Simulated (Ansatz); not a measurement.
Sb:
```cif
data_Sb6
_chemical_formula_sum 'Sb6'
_space_group_name_H-M_alt 'R-3m :H'
_space_group_IT_number 166
_space_group_name_Hall '-R 3 2"'
_cell_length_a 4.29426
_cell_length_b 4.29426
_cell_length_c 10.96753
_cell_angle_alpha 90.000
_cell_angle_beta 90.000
_cell_angle_gamma 120.000
loop_
_atom_site_label
_atom_site_type_symbol
_atom_site_symmetry_multiplicity
_atom_site_Wyckoff_symbol
_atom_site_fract_x
_atom_site_fract_y
_atom_site_fract_z
_atom_site_occupancy
Sb1 Sb 6 c 0.00000 0.00000 0.26415 1
```
(The calculation used a cell of 2 atoms; values per cell refer to that cell.)

Relaxed at zero pressure with LDA in the plane-wave PAW code Ansatz.

Q: The volume is lowered by 6 % and shape and atoms relax at that volume. What pressure results, and how do the axes share the change?

A: 3.3 GPa; a -1.3 %, b -1.3 %, c -3.5 %; the energy rises by 17 meV/atom.

Q: Give the new structure.

A: 
Space group R-3m, hexagonal axes (No. 166); a = 4.238 Å, b = 4.238 Å, c = 10.585 Å, α = 90.00°, β = 90.00°, γ = 120.00°

```csv
atom,site,symmetry,x,y,z
Sb,6c,3m,0.0000,0.0000,0.2610
```

The phase is kept; no other phase was compared at this pressure.

The LDA relaxation kept the symmetry of its start; of distortions, only those at the zone centre were tested. Spin–orbit coupling is left out wherever it is not named.

Potentials: the earlier of the program's two PAW sets.
